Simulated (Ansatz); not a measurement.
TiSi₂ (C49 type, space group Cmcm)

```yaml
crystal:
  lattice:
    - [1.77307, -6.78170, 0.00000]
    - [1.77307, 6.78170, 0.00000]
    - [0.00000, 0.00000, 3.57984]
  atoms:
    - { symbol: Si, position: [0.94083, 0.05917, 0.75000] }
    - { symbol: Si, position: [0.05917, 0.94083, 0.25000] }
    - { symbol: Si, position: [0.25028, 0.74972, 0.75000] }
    - { symbol: Si, position: [0.74972, 0.25028, 0.25000] }
    - { symbol: Ti, position: [0.60319, 0.39681, 0.75000] }
    - { symbol: Ti, position: [0.39681, 0.60319, 0.25000] }
```

Scan: atom 2 (Si, nearest neighbour Si at 2.404 Å; its periodic images, 3.5 Å or more away, move with it) is displaced along Cartesian x, direction (1.000, 0.000, 0.000) in Cartesian axes, by s. The other atoms stay.

The numbers are results of PBE (plane waves to 420 eV, PAW, scalar-relativistic; Ansatz, a quantum-chemistry and plane-wave program), not measurements. k mesh 11×11×11 (Γ-centred), Fermi-Dirac smearing 0.05 eV. The energy includes the smearing's −TS. With partly filled bands, energies and forces of such displacements shift with the k mesh and the smearing. This is one of several known forms of TiSi2; the measured ambient cells at hand have space group No. 70. TiSi2 is run without spin polarisation. TiSi2 was relaxed with its symmetry unable to fall. ΔE is measured from the undisplaced structure. The last digit holds for this mesh only.

```tsv
s (Å)	ΔE (meV/cell)
-0.240	256.5
-0.192	164.2
-0.144	92.4
-0.096	41.1
-0.048	withheld
0.000	0.0
0.048	withheld
0.096	41.1
0.144	92.4
0.192	164.2
0.240	256.5
```

Q: Fit an even polynomial form (powers 2, 4) to the given rows and predict ΔE at s = 0.048.

A: Least squares on the 9 given rows: ΔE = (4458)·s² + (-79.10)·s⁴, in meV/cell with s in Å; root-mean-square residual 0.02 meV/cell. At 0.048 the fit gives 10.3 meV/cell; the calculation gives 10.3 meV/cell, the same to the digits shown. The quadratic term alone would give 10.3 meV/cell.

(A displaced cell: forces are minus the slopes of the energy, force constants its curvatures, and phonons follow from these.)
